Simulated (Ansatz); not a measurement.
## LuMg2Cr3S8 — field gradients at the nuclei

The cell is a Materials Project structure (computed, not necessarily an observed phase), taken as it stands.

```cif
data_LuMg2Cr3S8
_symmetry_space_group_name_H-M 'R-3m:H'
_symmetry_Int_Tables_number 166
_cell_length_a 7.3461
_cell_length_b 7.3461
_cell_length_c 18.0598
_cell_angle_alpha 90.000
_cell_angle_beta 90.000
_cell_angle_gamma 120.000
loop_
_atom_site_label
_atom_site_type_symbol
_atom_site_symmetry_multiplicity
_atom_site_Wyckoff_symbol
_atom_site_fract_x
_atom_site_fract_y
_atom_site_fract_z
Mg Mg 6 c 0.0000 0.0000 0.8761
Lu Lu 3 b 0.0000 0.0000 0.5000
Cr Cr 9 e 0.1667 0.3333 0.3333
S7 S 6 c 0.0000 0.0000 0.7363
S8 S 18 h 0.8431 0.6861 0.4050
```

One atom of each set is listed; the run and its k-mesh use a cell of 14 atoms with edges of 7.36, 7.36, 7.36 Å.

All values are calculated (Ansatz; DFT, PBE, plane waves and PAW, scalar-relativistic, collinear spin, 420 eV cutoff, Γ-centred 5×5×5 k-points, Fermi–Dirac smearing 0.02 eV), not measured. Start moments as typed (μB): 3 on each Cr, none on the rest.

C_Q = eQV_zz/h, which is 24.18 MHz for Q = 1 b and V_zz = 10²¹ V/m²; η = (V_xx − V_yy)/V_zz. ν_Q = 3|C_Q|/[2I(2I − 1)].

²⁵Mg: I = 5/2, Q = 199.4 mb; ¹⁷⁶Lu: I = 7, Q = 4970 mb; ⁵³Cr: I = 3/2, Q = -150.0 mb; 33S: I = 3/2, Q = -69.40 mb. Quadrupole moments are those of Pyykkö's year-2017 table.

```csv
site,atoms,first shell,C_Q (MHz),η,ν_Q (MHz)
Mg,2,4 S at 2.43–2.52 Å,-0.669,0.00,0.100
Lu,1,6 S at 2.63 Å,-922,0.00,15.2
Cr,3,6 S at 2.43–2.47 Å,-6.01,0.32,3.01
S7,2,"3 Cr at 2.47 Å, 1 Mg at 2.52 Å",0.269,0.00,0.135
S8,6,"2 Cr at 2.43 Å, 1 Mg at 2.43 Å, 1 Lu at 2.63 Å",11.3,0.12,5.64
```

An axis of threefold or higher order runs through Mg, Lu and S7, so V_zz lies along it and η is zero.

Without spin–orbit coupling the gradients at and beside Lu can be off by some per cent, at some sites by more. With a gap of 0.9 eV on this mesh, small gradients can still move by 0.1 × 10²¹ V/m² or more as the k-mesh gets denser. All moments are parallel here, as the start or the cell imposes; many such compounds order antiparallel, where fields and spin densities carried over to other atoms largely cancel. The magnetic order is the one that the run reached from its start moments, not necessarily the measured one.

The run took 2.5 min of wall time (2.5 min of CPU time) and 1.1 GiB at its peak, on 1 thread of Arm Neoverse V2 (aarch64; 8 cores open to the job, memory cap 3.0 GiB, no GPU), a shared host with a load of 0.3 a core.
